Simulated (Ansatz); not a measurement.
Input:

Ba:
```xyz
1
Lattice="0.0000 2.9903 2.9903 2.9903 0.0000 2.9903 2.9903 2.9903 0.0000" Properties=species:S:1:pos:R:3 pbc="T T T"
Ba     0.0000     0.0000     0.0000
```

This is the LDA-relaxed structure.

All from DFT-LDA in the program Ansatz with PAW potentials, unless another level is named. Give the Poisson's ratio.

0.24.

Predict the elastic constants (relaxed ions, GPa).

C11 = 11.8, C12 = 7.8, C44 = 11.3.

Space group Fm-3m (fcc (Cu type)). The workflow started from a Materials Project entry (that database holds measured and hypothetical structures alike); the Crystallography Open Database copy checked does not list it. It is not the phase usual at ambient conditions (space group No. 229). The LDA relaxation kept the symmetry of its start; whether a distortion lowers the energy is not shown. As this level gives no gap, shear constants depend on the k-mesh and smearing (Fermi–Dirac, 0.1 eV here). Spin–orbit coupling is left out wherever it is not named.

Potentials: the later of the program's two PAW sets.
